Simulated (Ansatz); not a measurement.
ScGa3 (Cu3Au type, space group No. 221), the program Ansatz at the PBEsol level (PAW), all energies at zero smearing, with the estimated change up to a 700 eV cutoff added, with one set of potentials and settings (totals compare only within such a set). Cell of 4 atoms (1 Sc, 3 Ga): -13343.194 eV.

```
element                reference phase  E (eV/atom)
-------  -----------------------------  -----------
Sc       P6_3/mmc, 2 atoms in the cell   -2111.3699
Ga           Cmce, 4 atoms in the cell   -3743.2031
```

Formation energy per atom, worked out: (-13343.194 − 1×(-2111.3699) − 3×(-3743.2031))/4 = -0.554 eV/atom (-53 kJ per mol of atoms), at 0 K, without zero-point energy or fitted corrections.

Space group Pm-3m (Cu3Au type). The workflow started from an entry of the Crystallography Open Database (COD). Its standing as an ambient phase is unchecked. Symmetry was held in the PBEsol relaxation; of distortions, only those at the zone centre were tested. No spin polarisation was allowed. The references are the lowest solids computed at this level, not always the standard phases.

Potentials: the later of the program's two PAW sets.
